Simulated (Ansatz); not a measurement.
With plane-wave PAW PBE (Ansatz code), C in the cubic phase (Pn-3m; C on 24j) relaxes to a = 6.091 Å. C has 3 nearest neighbours from 1.41 Å (trigonal planar).

The Kohn–Sham gap is 2.85 eV (indirect). The valence maximum lies at Γ and the conduction minimum on the R–M line, 43 % of the way from R (6 equivalent valleys).

An equation-of-state fit gives a bulk modulus of 249 GPa.

The start of the workflow was typed in or built on a structure type; neither database checked (COD, Materials Project) lists it. It is not the phase usual at ambient conditions (space group No. 194, 227). The PBE relaxation kept the symmetry of its start; its stability against distortions is not shown here.

Potentials: the later of the program's two PAW sets.
